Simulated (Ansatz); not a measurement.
A geometry of HfCdO3 away from equilibrium: the start of the relaxation of a generated trial cell of HfCdO3 in the GdFeO3 structure type. These are r2SCAN (plane waves to 500 eV, PAW, scalar-relativistic; Ansatz, a program for electronic structure) values and carry that method's errors. Γ-centred k-mesh 4×3×4 on the run's cell (coarser than for final values), Fermi–Dirac smearing 0.05 eV.

```xyz
20
Lattice="5.5766 0.0000 0.0000 0.0000 7.8686 0.0000 0.0000 0.0000 5.5580" Properties=species:S:1:pos:R:3 pbc="T T T"
Cd     2.7197     1.9672     5.5113
Cd     5.5081     1.9672     2.8257
Cd     2.8569     5.9015     0.0467
Cd     0.0686     5.9015     2.7323
Hf     0.0000     0.0000     0.0000
Hf     2.7883     3.9343     2.7790
Hf     0.0000     3.9343     0.0000
Hf     2.7883     0.0000     2.7790
O      0.1745     1.9672     0.3257
O      2.9629     1.9672     2.4533
O      5.4021     5.9015     5.2323
O      2.6138     5.9015     3.1047
O      1.6061     4.2255     1.1839
O      4.3944     7.5775     1.5952
O      3.9706     0.2911     4.3742
O      1.1822     3.6432     3.9629
O      3.9706     3.6432     4.3742
O      1.1822     0.2911     3.9629
O      1.6061     7.5775     1.1839
O      4.3944     4.2255     1.5952
```

Problem. Which atoms carry the largest force, and which way does it point?

Solution. 1.71 eV/Å, on O9, O10, O11, O12 (atoms numbered as listed); on O11 its components are (-0.24, 0.00, -1.69).

Problem. What is the pressure?

Solution. +13.7 GPa, compression positive.

Problem. How much energy per atom can still be gained by relaxing?

Solution. 0.15 eV/atom; the path ends in Pnma (No. 62) (AFLOW prototype AB3C_oP20_62_c_cd_a (as in CaTiO3)).

No spin polarisation in the result.

The run could not lose the symmetry of its start.

The first start was generated by placing the elements on the sites of a structure type. Materials Project lists a structure of HfCdO3 in the same space group, Pnma (No. 62); the sites were not compared with it, nor with measured phases.
